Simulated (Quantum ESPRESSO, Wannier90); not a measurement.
ZrO2 (fluorite), plane waves to Wannier functions

```xyz
3
Lattice="0.0000 2.5451 2.5451 2.5451 0.0000 2.5451 2.5451 2.5451 0.0000" Properties=species:S:1:pos:R:3 pbc="T T T"
Zr     0.0000     0.0000     0.0000
O      1.2725     1.2725     1.2725
O     -1.2725    -1.2725    -1.2725
```

Materials Project entry mp-1565; symmetrised, unrelaxed at this level. COD (Crystallography Open Database) records the formula in this space group. Ideal cubic forms of this type are often high-temperature phases that distort on cooling; symmetry holds the cell here, and its stability was not tested. Level: PBEsol, spinors with spin-orbit coupling; pw.x of Quantum ESPRESSO at 68 Ry with PseudoDojo potentials, 8×8×8 k-points, Wannier90. Density: 10×10×10 mesh, cold smearing 0.01 Ry.

A tight-binding model is made by disentanglement and projection with no localisation steps (num_iter = 0), so the 22 orbitals stay atom-like: hydrogen-like Zr: d; O: p, axes along x, y, z; frozen window up to 4.79 eV relative to the valence-band maximum. It follows pw.x to 0.3 meV rms for states up to 4.3 eV relative to the valence-band maximum. Matrix elements depend on this choice of orbitals and windows.

The 30 largest hoppings ⟨m,0|H|n,R⟩ between different sites (one of each Hermitian pair; signs follow the real orbitals' lobes; the list may end inside a set of equal values):

| m | n | R | distance of the centres (Å) | t (eV) | Im t (eV) |
|---|---|---|---|---|---|
| O2 pz↑ | Zr1 dxy↑ | 0 0 0 | 2.20 | 1.102 | 0.000 |
| O2 pz↓ | Zr1 dxy↓ | 0 0 0 | 2.20 | 1.102 | 0.000 |
| O2 px↑ | Zr1 dyz↑ | 0 0 0 | 2.20 | 1.102 | -0.001 |
| O2 px↓ | Zr1 dyz↓ | 0 0 0 | 2.20 | 1.102 | 0.001 |
| O2 py↑ | Zr1 dxz↑ | 0 0 0 | 2.20 | 1.102 | 0.001 |
| O2 py↓ | Zr1 dxz↓ | 0 0 0 | 2.20 | 1.102 | -0.001 |
| O3 pz↑ | Zr1 dxy↑ | 0 0 0 | 2.20 | -1.102 | 0.000 |
| O3 pz↓ | Zr1 dxy↓ | 0 0 0 | 2.20 | -1.102 | 0.000 |
| O3 px↑ | Zr1 dyz↑ | 0 0 0 | 2.20 | -1.102 | 0.001 |
| O3 px↓ | Zr1 dyz↓ | 0 0 0 | 2.20 | -1.102 | -0.001 |
| O3 py↑ | Zr1 dxz↑ | 0 0 0 | 2.20 | -1.102 | -0.001 |
| O3 py↓ | Zr1 dxz↓ | 0 0 0 | 2.20 | -1.102 | 0.001 |
| Zr1 dxz↑ | O3 py↑ | 0 0 1 | 2.20 | -1.102 | 0.001 |
| Zr1 dxz↓ | O3 py↓ | 0 0 1 | 2.20 | -1.102 | -0.001 |
| Zr1 dyz↑ | O3 px↑ | 0 0 1 | 2.20 | -1.102 | -0.001 |
| Zr1 dyz↓ | O3 px↓ | 0 0 1 | 2.20 | -1.102 | 0.001 |
| Zr1 dxy↑ | O3 pz↑ | 0 0 1 | 2.20 | -1.102 | 0.000 |
| Zr1 dxy↓ | O3 pz↓ | 0 0 1 | 2.20 | -1.102 | 0.000 |
| O2 pz↑ | Zr1 dxy↑ | 0 0 1 | 2.20 | 1.102 | 0.000 |
| O2 pz↓ | Zr1 dxy↓ | 0 0 1 | 2.20 | 1.102 | 0.000 |
| O2 px↑ | Zr1 dyz↑ | 0 0 1 | 2.20 | 1.102 | -0.001 |
| O2 px↓ | Zr1 dyz↓ | 0 0 1 | 2.20 | 1.102 | 0.001 |
| O2 py↑ | Zr1 dxz↑ | 0 0 1 | 2.20 | 1.102 | 0.001 |
| O2 py↓ | Zr1 dxz↓ | 0 0 1 | 2.20 | 1.102 | -0.001 |
| Zr1 dxz↑ | O3 py↑ | 0 1 0 | 2.20 | -1.102 | -0.001 |
| Zr1 dxz↓ | O3 py↓ | 0 1 0 | 2.20 | -1.102 | 0.001 |
| Zr1 dyz↑ | O3 px↑ | 0 1 0 | 2.20 | -1.102 | 0.001 |
| Zr1 dyz↓ | O3 px↓ | 0 1 0 | 2.20 | -1.102 | -0.001 |
| Zr1 dxy↑ | O3 pz↑ | 0 1 0 | 2.20 | -1.102 | 0.000 |
| Zr1 dxy↓ | O3 pz↓ | 0 1 0 | 2.20 | -1.102 | 0.000 |
